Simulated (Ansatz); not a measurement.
Given:

Si3N4:
```cif
data_N32Si24
_chemical_formula_sum 'Si24 N32'
_space_group_name_H-M_alt 'Fd-3m :1'
_space_group_IT_number 227
_space_group_name_Hall 'F 4d 2 3 -1d'
_cell_length_a 7.73014
_cell_length_b 7.73014
_cell_length_c 7.73014
_cell_angle_alpha 90.000
_cell_angle_beta 90.000
_cell_angle_gamma 90.000
loop_
_atom_site_label
_atom_site_type_symbol
_atom_site_symmetry_multiplicity
_atom_site_Wyckoff_symbol
_atom_site_fract_x
_atom_site_fract_y
_atom_site_fract_z
_atom_site_occupancy
Si1 Si 16 c 0.12500 0.12500 0.12500 1
Si2 Si 8 b 0.50000 0.50000 0.50000 1
N1 N 32 e 0.36757 0.36757 0.36757 1
```
(The calculation used a cell of 14 atoms; values per cell refer to that cell.)

This is the r²SCAN-relaxed structure.

**Question.** All from DFT-r²SCAN in the program Ansatz with PAW potentials, unless another level is named. Give the formation energy from the elements (no fitted shifts).

**Answer.** -1.11 eV/atom.

**Question.** Give the hole effective mass.

**Answer.** 0.34, 1.1, 6.4 mₑ (principal values).

**Question.** Predict the HSE06 gap on the r²SCAN cell.

**Answer.** 4.76 eV.

**Question.** Predict the band gap.

**Answer.** 4.03 eV (smallest direct gap 4.05 eV).

**Question.** What about the weight of the conduction-edge state by species (Voronoi cells)?

**Answer.** Si 56 %, N 44 %.

Symmetry was held in the r²SCAN relaxation. The references are the lowest solids computed at this level, not always the standard phases (solids in place of the gases).

Potentials: the later of the program's two PAW sets.
